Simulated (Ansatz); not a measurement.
An Ansatz (a program for electronic structure) run. Input:

Ansatz 0.2 input:
```yaml
crystal:
  lattice:
    - [3.0216089561, 0.0, 0.0]
    - [0.0, 3.0216089561, 0.0]
    - [0.0, 0.0, 3.391885349]
  atoms:
    - { symbol: Ta, position: [0.5, 0.5, 0.5] }
    - { symbol: Ru, position: [0.0, 0.0, 0.0] }
kpoints:
  mp_grid: { grid: [10, 10, 9] }
  band_path:
    path:
      - [[0.0, 0.0, 0.0], [0.0, 0.5, 0.0], [0.5, 0.5, 0.0], [0.0, 0.0, 0.0], [0.0, 0.0, 0.5], [0.0, 0.5, 0.5], [0.5, 0.5, 0.5], [0.0, 0.0, 0.5]]  # Γ-X-M-Γ-Z-R-A-Z
      - [[0.0, 0.5, 0.0], [0.0, 0.5, 0.5]]  # X-R
      - [[0.5, 0.5, 0.0], [0.5, 0.5, 0.5]]  # M-A
    npoints: 8
basis: { xc_grid: 2 }
hamiltonian:
  xc: pbesol
  pseudopotentials: { azcp: { folder: ./paw }, kind: paw_fr }
magnetization: { noncollinear: true, spin_orbit: true }
scf:
  n_extra_bands: 13
  convergence: { dr2_threshold: 0.0000000001 }
  occupations: { method: gaussian, width: 0.05 }
output: { eigenvalues: true }
```

Output (shortened):

```
Pseudopotential: Ta, paw, valence charge 13
Pseudopotential: Ru, paw, valence charge 16
Functional definition: PBEsol
non-collinear run that drives no moment, with spin-orbit …
Crystal: 2 atoms, lattice volume = 30.968 Å³
Basis set: ecut = 420 eV, 595 PW (Γ), exchange–correlation on 48×48×48 points (8 copies of the dense FFT grid, shifted against one another)
Bands: 42, of which v1, the nominal top of the filled ones, is band 29 counted from 1 (28 counted from 0)
Symmetry: 16 space group operations + 16 with time reversal
k-points: 105 of 900
Projection manifold: j_resolved (fully-relativistic pseudo-atomic orbitals)
SCF iter   1: F=—  HF=-15652.319672 eV  |F-HF|=—  |Δ(HF+E_count)|=         —  Δρ=2.45e-1  dr2=3.10e1  dr2_m=0.00e0 (ungated)  ethr=3.10e-3  |M|=0.00e0 ∫|m|=0.00e0 μB  |m|>n=0.0e0 m-floor=0.0e0 τ_xc=0.0e0  β_m=0.30  ⟨swp⟩=6.5  Hψ=9951  notcnv=0  defer=62
preconditioner: auto → none
SCF iter   2: F=—  HF=-15648.464855 eV  |F-HF|=—  |Δ(HF+E_count)|=    3.85e0  Δρ=5.93e-2  dr2=1.05e0  dr2_m=0.00e0 (ungated)  ethr=3.10e-3  |M|=0.00e0 ∫|m|=0.00e0 μB  |m|>n=0.0e0 m-floor=0.0e0 τ_xc=0.0e0  β_m=0.33  ⟨swp⟩=2.5  Hψ=4414  notcnv=0  defer=604
SCF iter   3: F=—  HF=-15648.250932 eV  |F-HF|=—  |Δ(HF+E_count)|=   2.14e-1  Δρ=2.61e-2  dr2=1.24e-1  dr2_m=0.00e0 (ungated)  ethr=3.10e-3  |M|=0.00e0 ∫|m|=0.00e0 μB  |m|>n=0.0e0 m-floor=0.0e0 τ_xc=0.0e0  β_m=0.45  ⟨swp⟩=2.3  Hψ=2984  notcnv=0  defer=620
SCF iter   4: F=—  HF=-15648.242591 eV  |F-HF|=—  |Δ(HF+E_count)|=   8.34e-3  Δρ=8.99e-3  dr2=2.00e-2  dr2_m=0.00e0 (ungated)  ethr=4.27e-4  |M|=0.00e0 ∫|m|=0.00e0 μB  |m|>n=0.0e0 m-floor=0.0e0 τ_xc=0.0e0  β_m=0.54  ⟨swp⟩=2.1  Hψ=3117  notcnv=0  defer=622
SCF iter   5: F=—  HF=-15648.245807 eV  |F-HF|=—  |Δ(HF+E_count)|=   3.22e-3  Δρ=1.21e-3  dr2=6.55e-4  dr2_m=0.00e0 (ungated)  ethr=6.89e-5  |M|=0.00e0 ∫|m|=0.00e0 μB  |m|>n=0.0e0 m-floor=0.0e0 τ_xc=0.0e0  β_m=0.59  ⟨swp⟩=2.0  Hψ=3398  notcnv=0  defer=616
SCF iter   6: F=—  HF=-15648.245814 eV  |F-HF|=—  |Δ(HF+E_count)|=   6.67e-6  Δρ=4.30e-4  dr2=8.75e-5  dr2_m=0.00e0 (ungated)  ethr=2.26e-6  |M|=0.00e0 ∫|m|=0.00e0 μB  |m|>n=0.0e0 m-floor=0.0e0 τ_xc=0.0e0  β_m=0.69  ⟨swp⟩=1.7  Hψ=2212  notcnv=0  defer=616
SCF iter   7: F=—  HF=-15648.245807 eV  |F-HF|=—  |Δ(HF+E_count)|=   7.04e-6  Δρ=3.94e-5  dr2=5.50e-7  dr2_m=0.00e0 (ungated)  ethr=3.02e-7  |M|=0.00e0 ∫|m|=0.00e0 μB  |m|>n=0.0e0 m-floor=0.0e0 τ_xc=0.0e0  β_m=0.80  ⟨swp⟩=1.8  Hψ=2139  notcnv=0  defer=616
SCF iter   8: F=—  HF=-15648.245809 eV  |F-HF|=—  |Δ(HF+E_count)|=   2.04e-6  Δρ=6.87e-6  dr2=1.74e-8  dr2_m=0.00e0 (ungated)  ethr=1.90e-9  |M|=0.00e0 ∫|m|=0.00e0 μB  |m|>n=0.0e0 m-floor=0.0e0 τ_xc=0.0e0  β_m=0.78  ⟨swp⟩=2.0  Hψ=3373  notcnv=0  defer=616
SCF iter  11: F=-15648.245809 eV  HF=-15648.245809 eV  |F-HF|=5.46e-12  |Δ(HF+E_count)|=  1.82e-11  Δρ=6.94e-8  dr2=1.68e-12  dr2_m=0.00e0 (ungated)  ethr=1.00e-12  |M|=0.00e0 ∫|m|=0.00e0 μB  |m|>n=0.0e0 m-floor=0.0e0 τ_xc=0.0e0  ⟨swp⟩=2.0  Hψ=3931  notcnv=0
SCF 1 converged in 11 iterations: F = -15648.245809 eV  dr2 = 1.68e-12
NSCF: frozen V_eff on 75 k-points
SCF converged after 11 iterations
Magnetization: |M| = 0.0000 μB,  M = (+0.0000, +0.0000, +0.0000) μB
Absolute magnetization: 0.0000 μB (∫|m|)
  site 0: m = (+0.0000, +0.0000, +0.0000) μB, |m| = 0.0000 μB  (R = 1.13 Å)
  site 1: m = (+0.0000, +0.0000, +0.0000) μB, |m| = 0.0000 μB  (R = 1.13 Å)
Free energy (F): -15648.245809 eV
Harris-Foulkes:  -15648.245809 eV  (|F-HF|=5.46e-12)
Internal energy: -15648.243398 eV  (E = F + TS)
E sigma→0 (E₀):  -15648.244604 eV
Entropy (-TS):   -0.002411 eV (-1.206 meV/atom)
Fermi energy:    21.597088 eV
--- Per-component energies (eV) ---
  E_band       = -169.350553
  E_kinetic    = 849.368154
  E_local      = -1908.116831  (includes V_loc(G=0)·N_el)
  E_nonlocal   = 408.263763
  E_hartree    = 660.892795
  E_xc         = -486.151406
  E_vxc        = -445.968627  (∫ρ·V_xc dr)
  E_paw        = -11644.118019  (= ΣΔE_a)
  E_vpaw       = -394.683260  (= ΣTr[D̂ρ^β])
  E_aug_tail   = 0.000698  (compensation charges beyond the density's cutoff)
  E_ewald      = -3528.856210
  E_core_change = 0.473658  (= ΣΔE_core)
  E_smearing   = -0.002411  (= −TS)
  E_closure    =  0.000000  (closes the sum)
  Σ components = -15648.245809   (vs F -15648.245809, Δ=0.00e0)
  [band-id]    e_kinetic+e_local+e_nonlocal+2·e_hartree+e_vxc+e_vpaw+e_augmentation_tail = -169.350512   (vs E_band -169.350553, Δ=4.08e-5)
--- Band table (eV; the first three rows and the last of 105) ---
  k-point 0: bands = ["-51.2646", "-51.2646", "-46.5309", "-46.5309", "-23.6210", "-23.6210", "-20.2245", "-20.2245", "-20.1844", "-20.1844", "-19.3232", "-19.3232", "-10.5893", "-10.5893", "-10.4536", "-10.4536", "12.8230", "12.8230", "15.5751", "15.5751", …
  k-point 1: bands = ["-51.2640", "-51.2640", "-46.5309", "-46.5309", "-23.6205", "-23.6205", "-20.2265", "-20.2265", "-20.1830", "-20.1830", "-19.3296", "-19.3296", "-10.6109", "-10.6109", "-10.4555", "-10.4555", "13.0635", "13.0635", "15.7392", "15.7392", …
  k-point 2: bands = ["-51.2623", "-51.2623", "-46.5309", "-46.5309", "-23.6190", "-23.6190", "-20.2317", "-20.2317", "-20.1793", "-20.1793", "-19.3457", "-19.3457", "-10.6651", "-10.6651", "-10.4603", "-10.4603", "13.7459", "13.7459", "16.1653", "16.1653", …
  k-point 104: bands = ["-51.2318", "-51.2318", "-46.4787", "-46.4787", "-23.6977", "-23.6977", "-20.3545", "-20.3545", "-20.2769", "-20.2769", "-19.5281", "-19.5281", "-11.0139", "-11.0139", "-10.8586", "-10.8586", "17.4318", "17.4318", "17.9574", "17.9574", …
```

Cost: around 40 core-seconds (rough) on shared cores.

Space group P4/mmm (L1₀ or tetragonal B2). The first step of the workflow began from a Materials Project structure, measured or hypothetical; the Crystallography Open Database files this formula in space group No. 123, but the cells were not matched. Its standing as an ambient phase is unchecked. The cell was relaxed with PBEsol under the symmetry of its start; whether a distortion lowers the energy is not shown. The run is not spin-polarised.

Potentials: the earlier of the program's two PAW sets. The files were generated under PBE; for other functionals the program regenerates the frozen cores, and for LDA and PBEsol the local potential too.

Ansatz is a plane-wave DFT program.
